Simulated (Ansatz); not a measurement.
KLuS₂ in space group R-3m (No. 166; Lu on 3b, K on 3a, S on 6c), plane-wave PAW r²SCAN (Ansatz code). The conduction-band minimum lies at F, with 3 equivalent valleys. Second derivatives d²E/dk² of the lowest band at one valley (eV·Å²), along Cartesian directions:

| direction | d²E/dk² |
|---|---|
| [100] | 12.19 |
| [010] | 20.97 |
| [001] | 11.03 |
| [110] | 8.971 |
| [101] | 7.382 |
| [011] | 13.56 |

### Question
Find the principal effective masses, the density-of-states mass and the conductivity mass.

### Answer
Off-diagonal terms follow from H_xy = H[110] − (H_xx + H_yy)/2, and m*/mₑ = 7.620 eV·Å² over each eigenvalue: 0.30, 0.52, 1.8. One valley's DOS mass (m₁m₂m₃)^(1/3) = 0.65, conductivity mass 3/(Σ 1/mᵢ) = 0.52 mₑ.

### Question
What effective density of states Nc follows at 300 K for parabolic valleys?

### Answer
Nc = 2.509e19 × 3 × (0.65)^(3/2) ≈ 3.9e19 cm⁻³.

The workflow started from an entry of the Crystallography Open Database (COD, 301 K). Its standing as an ambient phase is unchecked. The cell was relaxed with r²SCAN under the symmetry of its start; its stability against distortions is not shown here. Scalar-relativistic: spin–orbit coupling is off unless named, which matters more the heavier the elements.

Potentials: the later of the program's two PAW sets.

Edges and masses are those of Kohn–Sham bands, whose gap is no quasiparticle gap.
